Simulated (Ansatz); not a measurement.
A structure of GaSb relaxed with PBEsol (plane waves to 420 eV, PAW, scalar-relativistic; Ansatz, a program for electronic structure); single points at other levels follow on the same geometry (Ansatz, PAW; PBEsol+SOC at 420 eV on a 13×13×4 k-mesh; spin-orbit coupling only where +SOC is written). Space group P6₃mc (No. 186).

```
GaSb
1.0
    4.31319     0.00000     0.00000
   -2.15660     3.73533     0.00000
    0.00000     0.00000    14.15413
Ga Sb
4 4
Cartesian
  0.00000   0.00000  14.14947
  0.00000   0.00000   7.07241
  2.15660   1.24511  10.62109
  0.00000   2.49022   3.54403
  0.00000   0.00000  11.50966
  0.00000   0.00000   4.43260
  2.15660   1.24511   7.96034
  0.00000   2.49022   0.88328
```

```json
[
 {"level": "PBEsol", "gap (eV)": "0.02", "kind": "direct", "conduction minimum": "Γ"},
 {"level": "PBEsol+SOC", "gap (eV)": "?", "kind": "?", "conduction minimum": "?"}
]
```

**Question.** Complete the blanks.

**Answer.** 
- PBEsol+SOC, gap (eV): 0.08
- PBEsol+SOC, kind: direct
- PBEsol+SOC, conduction minimum: Γ

The shift from spin-orbit coupling is approximate. No spin polarisation in the result.

The run could not lose the symmetry of its start.

The first start was generated by placing the elements on the sites of a structure type. Materials Project lists a structure of GaSb in the same space group, P6₃mc (No. 186); the sites were not compared with it, nor with measured phases. Known forms of GaSb include space group No. 216.
